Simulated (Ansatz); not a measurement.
# Te₃Mo₃Pd: relaxation (Ansatz)

Launch command:

```bash
ansatz run input.yaml --threads 2 --pin off --max-ram 2560MiB --backend cpu --events-out ev --progress --plain --runs-dir out
```

Input:

```yaml
crystal:
  lattice:
    - [9.28772, 0.0, 0.0]
    - [-4.64386, 8.043404, 0.0]
    - [0.0, 0.0, 4.514809]
  atoms:
    - { symbol: Mo, position: [0.176, 0.138, 0.25] }
    - { symbol: Mo, position: [0.038, 0.176, 0.75] }
    - { symbol: Mo, position: [0.862, 0.038, 0.25] }
    - { symbol: Mo, position: [0.824, 0.862, 0.75] }
    - { symbol: Mo, position: [0.962, 0.824, 0.25] }
    - { symbol: Mo, position: [0.138, 0.962, 0.75] }
    - { symbol: Pd, position: [0.6667, 0.3333, 0.25] }
    - { symbol: Pd, position: [0.3334, 0.6667, 0.75] }
    - { symbol: Te, position: [0.068, 0.369, 0.25] }
    - { symbol: Te, position: [0.699, 0.068, 0.75] }
    - { symbol: Te, position: [0.631, 0.699, 0.25] }
    - { symbol: Te, position: [0.932, 0.631, 0.75] }
    - { symbol: Te, position: [0.301, 0.932, 0.25] }
    - { symbol: Te, position: [0.369, 0.301, 0.75] }
  symmetry: { tolerance: 0.0003 }
kpoints:
  mp_grid: { grid: [6, 6, 4], shift: [0, 0, 0] }
magnetization:
  spin_polarized: false
scf:
  occupations: { method: fermi_dirac, width: 0.0275 }
  lower_state_search: "off"
hamiltonian:
  pseudopotentials: { kind: paw }
  xc: r2scan
basis:
  ecutwfc: 500
  fft_grid_basis: typed
relax:
  max_steps: 80
  cell: { p_target: 0.0 }
  f_tol: 0.03
output:
  forces: true
  stress: true
  eigenvalues: true
  bader: true
  populations: true
  elf: true
  write_potential: true
  volumetric_format: npy
  dos:
    e_range: [-12, 8]
    de: 0.05
    projected: { site_lists: { Mo: [Mo], Pd: [Pd], Te: [Te] } }
  write_density: true
checkpoint:
  read: saved_state
```

Origin of the cell: a known structure type with other elements, at an estimated volume, so it need not be a known compound.

The saved state is a converged single point of the same cell.

Output (shortened):

```
SCF iter   1: F=-85745.516088 eV  HF=-85745.506449 eV  Δρ=1.73e-3  dr2=1.54e-2  dr2_τ=4.77e-3
SCF iter   2: F=-85745.528620 eV  HF=-85745.528042 eV  Δρ=9.90e-4  dr2=1.86e-3  dr2_τ=8.87e-4
SCF iter   3: F=-85745.529587 eV  HF=-85745.529065 eV  Δρ=5.31e-4  dr2=4.92e-4  dr2_τ=2.35e-4
SCF iter   4: F=-85745.529893 eV  HF=-85745.529739 eV  Δρ=2.49e-4  dr2=9.82e-5  dr2_τ=4.77e-5
SCF iter   5: F=-85745.529845 eV  HF=-85745.529844 eV  Δρ=4.11e-5  dr2=9.05e-6  dr2_τ=5.79e-7
SCF iter   6: F=-85745.529848 eV  HF=-85745.529848 eV  Δρ=8.46e-6  dr2=5.26e-7  dr2_τ=1.94e-8
SCF iter   7: F=-85745.529848 eV  HF=-85745.529848 eV  Δρ=2.77e-6  dr2=4.24e-8  dr2_τ=1.54e-9
relax step   1: F+E_penalty+E_count = -85745.529848 eV  Δ(F+E_penalty+E_count) = +0.000e0 eV  max|allowed force component| = 1.723e0 eV/Å  Δτ_max = 0.0000 Å  P = +5.055 GPa  Ω = 337.278 Å³  ( […]
relax step   2: F+E_penalty+E_count = -85746.068627 eV  Δ(F+E_penalty+E_count) = -5.388e-1 eV  max|allowed force component| = 6.917e-1 eV/Å  Δτ_max = 0.1948 Å  P = -6.819 GPa  Ω = 344.514 Å³ […]
relax step   3: F+E_penalty+E_count = -85746.878313 eV  Δ(F+E_penalty+E_count) = -8.097e-1 eV  max|allowed force component| = 3.200e-1 eV/Å  Δτ_max = 0.1103 Å  P = -1.105 GPa  Ω = 315.198 Å³ […]
relax step   4: F+E_penalty+E_count = -85747.172850 eV  Δ(F+E_penalty+E_count) = -2.945e-1 eV  max|allowed force component| = 2.455e-1 eV/Å  Δτ_max = 0.1919 Å  P = +0.774 GPa  Ω = 305.857 Å³ […]
relax step   5: F+E_penalty+E_count = -85747.238124 eV  Δ(F+E_penalty+E_count) = -6.527e-2 eV  max|allowed force component| = 5.611e-2 eV/Å  Δτ_max = 0.0887 Å  P = +0.283 GPa  Ω = 309.349 Å³ […]
relax step   6: F+E_penalty+E_count = -85747.250314 eV  Δ(F+E_penalty+E_count) = -1.219e-2 eV  max|allowed force component| = 2.690e-2 eV/Å  Δτ_max = 0.0524 Å  P = -0.047 GPa  Ω = 312.138 Å³ […]
relax step   7: F+E_penalty+E_count = -85747.251014 eV  Δ(F+E_penalty+E_count) = -7.003e-4 eV  max|allowed force component| = 8.502e-3 eV/Å  Δτ_max = 0.0175 Å  P = +0.078 GPa  Ω = 312.680 Å³ […]
relax step   8: F+E_penalty+E_count = -85747.250951 eV  Δ(F+E_penalty+E_count) = +6.260e-5 eV  max|allowed force component| = 2.719e-3 eV/Å  Δτ_max = 0.0007 Å  P = +0.001 GPa  Ω = 312.976 Å³ […]
relax step   9: F+E_penalty+E_count = -85747.243524 eV  Δ(F+E_penalty+E_count) = +7.427e-3 eV  max|allowed force component| = 2.713e-3 eV/Å  Δτ_max = 0.0000 Å  P = -0.011 GPa  Ω = 312.976 Å³  stress off target by 2.23e-2 GPa […]
SCF 9 converged in 7 iterations: F = -85747.243524 eV  dr2 = 3.33e-11
basis re-selected at this cell: Δ(F+E_penalty+E_count) = +7.427e-3 eV, ΔP = -0.011 GPa vs the last step (what re-selecting the basis moved, of the pressure what is left beyond the Pulay corre […]
SCF converged after 7 iterations
Free energy (F): -85747.243524 eV
Harris-Foulkes:  -85747.243524 eV  (|F-HF|=2.91e-11)
Internal energy: -85747.217434 eV  (E = F + TS)
E sigma→0 (E₀):  -85747.230479 eV
Entropy (-TS):   -0.026090 eV (-1.864 meV/atom)
Fermi energy:    13.617890 eV
--- Per-component energies (eV) ---
  E_band       = -2632.692136
  E_kinetic    = 4770.100650
  E_local      = -19229.404044  (includes V_loc(G=0)·N_el)
  E_nonlocal   = -556.157116
  E_hartree    = 9402.117817
  E_xc         = -2081.936917
  E_vxc        = -2670.384638  (∫ρ·V_xc dr)
  E_paw        = -54977.247789  (= ΣΔE_a)
  E_vpaw       = -3927.439201  (= ΣTr[D̂ρ^β])
  E_aug_tail   = 0.000020  (compensation charges beyond the density's cutoff)
  E_vtau       = 176.356637  (kinetic-family band-sum trace: ∫τ·v_τ [+ j·A + Jᵃ·Aᵃ] dr)
  E_ewald      = -23074.167794
  E_core_change = -0.522262  (= ΣΔE_core)
  E_smearing   = -0.026090  (= −TS)
  Σ components = -85747.243524   (vs F -85747.243524, Δ=0.00e0)
--- Forces (eV/Å), atoms counted from 1 ---
  atom   1  Mo    -0.000239     0.000259    -0.000000
  atom   2  Mo    -0.000344    -0.000077     0.000000
  atom   3  Mo    -0.000105    -0.000336     0.000000
  atom   4  Mo     0.000239    -0.000259     0.000000
  atom   5  Mo     0.000344     0.000077     0.000000
  atom   6  Mo     0.000105     0.000336     0.000000
  atom   7  Pd     0.000000    -0.000000    -0.000000
  atom   8  Pd    -0.000000     0.000000     0.000000
  atom   9  Te     0.000999     0.002556    -0.000000
  atom  10  Te    -0.001715     0.002143    -0.000000
  atom  11  Te    -0.002713    -0.000413    -0.000000
  atom  12  Te    -0.000999    -0.002556     0.000000
  atom  13  Te     0.001715    -0.002143     0.000000
  atom  14  Te     0.002713     0.000413     0.000000
  max |Σ_I F_I| component: 8.78e-18 eV/Å
--- Stress (GPa, compression-positive) ---
       -0.022263       0.000000       0.000000
       -0.000000      -0.022263       0.000000
        0.000000       0.000000       0.012088
  P = ⅓ Tr σ = -0.0108 GPa (-0.108 kbar)
--- Relaxed structure (8 steps of the walk, 8 accepted, 1 SCFs on fresh bases) ---
  F+E_penalty+E_count = -85747.243524 eV   max|allowed force component| = 2.713e-3 eV/Å   (the final SCF, on the basis selected at the relaxed cell)
  cell:  # Å, volume = 312.9762 Å³
    - [8.904822, -6.219e-18, 0.0]
    - [-4.452411, 7.711802, -9.454e-18]
    - [0.0, -5.306e-18, 4.557538]
  atoms:
    - { symbol: Mo, position: [0.195065, 0.133360, 0.250000] }
    - { symbol: Mo, position: [0.061705, 0.195065, 0.75] }
    - { symbol: Mo, position: [0.866640, 0.061705, 0.250000] }
    - { symbol: Mo, position: [0.804935, 0.866640, 0.75] }
    - { symbol: Mo, position: [0.938295, 0.804935, 0.250000] }
    - { symbol: Mo, position: [0.133360, 0.938295, 0.75] }
    - { symbol: Pd, position: [0.666667, 0.333333, 0.250000] }
    - { symbol: Pd, position: [0.333333, 0.666667, 0.75] }
    - { symbol: Te, position: [0.129958, 0.412317, 0.250000] }
    - { symbol: Te, position: [0.717641, 0.129958, 0.75] }
    - { symbol: Te, position: [0.587683, 0.717641, 0.250000] }
    - { symbol: Te, position: [0.870042, 0.587683, 0.75] }
    - { symbol: Te, position: [0.282359, 0.870042, 0.250000] }
    - { symbol: Te, position: [0.412317, 0.282359, 0.75] }
--- Löwdin populations: 14 sites ---
  site symbol       q [e]
     0     Mo     13.8647
     1     Mo     13.8647
     2     Mo     13.8647
     3     Mo     13.8647
     4     Mo     13.8647
     5     Mo     13.8647
     6     Pd     17.5258
     7     Pd     17.5258
     8     Te     16.1253
     9     Te     16.1253
    10     Te     16.1253
    11     Te     16.1253
    12     Te     16.1253
    13     Te     16.1253
  spilling = 0.004671 (of n_electrons = 216.000000)
--- Bader charges: 14 sites ---
  site symbol  charge [e]  shift [e]
     0     Mo      0.4566     0.0003
     1     Mo      0.4566     0.0003
     2     Mo      0.4566     0.0003
     3     Mo      0.4566     0.0003
     4     Mo      0.4566     0.0003
     5     Mo      0.4566     0.0003
     6     Pd      0.0015     0.0000
     7     Pd      0.0015     0.0000
     8     Te     -0.4571     0.0003
     9     Te     -0.4571     0.0003
    10     Te     -0.4571     0.0003
    11     Te     -0.4571     0.0003
    12     Te     -0.4571     0.0003
    13     Te     -0.4571     0.0003
  estimated error of the sums over rays = 5.7e-4 e
```

The starting structure.

Space group P6_3/m (No. 176); the run's cell has a = 9.288 Å, b = 9.288 Å, c = 4.515 Å, α = 90.00°, β = 90.00°, γ = 120.00°. Shortest distances: Mo–Mo 2.58 Å, Mo–Te 2.69 Å, Pd–Te 3.46 Å.

The relaxed structure.

Space group P6_3/m (No. 176); the run's cell has a = 8.905 Å, b = 8.905 Å, c = 4.558 Å, α = 90.00°, β = 90.00°, γ = 120.00°. Shortest distances: Mo–Mo 2.66 Å, Mo–Te 2.82 Å, Pd–Te 3.08 Å, Te–Te 3.59 Å.

* Free energy lowered by: 122.4 meV/atom
* Volume change: -7.21 %
* Final pressure: -0.01 GPa
* Relaxation steps listed: 9
* Formation energy (elements under the same functional, gases as molecules, uncorrected): -0.086 eV/atom
* Gap on the mesh: none (metal)

Caveats: no moments, though an odd count or open d shells may carry them; no spin-orbit coupling, though heavy elements are present; the k mesh is coarse if the cell is a metal; the relaxation held the start's symmetry, so the end may be a saddle point.

It ran for 4.3 min on 2 threads of AMD EPYC 9R45 96-Core Processor (Zen 5), on a shared host, peak memory 2.2 GiB, from a saved density.
